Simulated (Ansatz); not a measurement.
**Question.** Name crystals whose computed values (r²SCAN+D4 in the plane-wave PAW code Ansatz) fall in these windows: B₀ by P(V) fit (GPa) 31 to 42; electron conductivity mass (mₑ) 0.44 to 0.60.

**Answer.** 

```json
[
 {"crystal": "WSeS, P-3m1 (W on 2d, Se on 2d, S on 2d)", "B₀ by P(V) fit (GPa)": "35.7", "electron conductivity mass (mₑ)": "0.55"},
 {"crystal": "LiH3O2, C2/m (Pearson symbol mS24)", "B₀ by P(V) fit (GPa)": "35.5", "electron conductivity mass (mₑ)": "0.55"},
 {"crystal": "WSe2, P6_3/mmc (W on 2c, Se on 4f)", "B₀ by P(V) fit (GPa)": "34.6", "electron conductivity mass (mₑ)": "0.50"},
 {"crystal": "WS2, R3m (W on 3a, S on 3a, S on 3a)", "B₀ by P(V) fit (GPa)": "35.1", "electron conductivity mass (mₑ)": "0.58"},
 {"crystal": "BN, P6_3mc (Pearson symbol hP12)", "B₀ by P(V) fit (GPa)": "32.0", "electron conductivity mass (mₑ)": "0.55"}
]
```
Others may fit too.

Built on a structure type that need not be the filed one of that space group: BN, P6_3mc (Pearson symbol hP12). Not the usual ambient phase: WS2, R3m (W on 3a, S on 3a, S on 3a); BN, P6_3mc (Pearson symbol hP12). Standing as an ambient phase not checked: WSeS, P-3m1 (W on 2d, Se on 2d, S on 2d); LiH3O2, C2/m (Pearson symbol mS24). All cells were relaxed under the symmetry of their starts (and spin orders); stability against distortions was not tested throughout. Rows with no word on spin ran without spin polarisation. Spin–orbit coupling is left out wherever it is not named.

Potentials: the later of the program's two PAW sets.
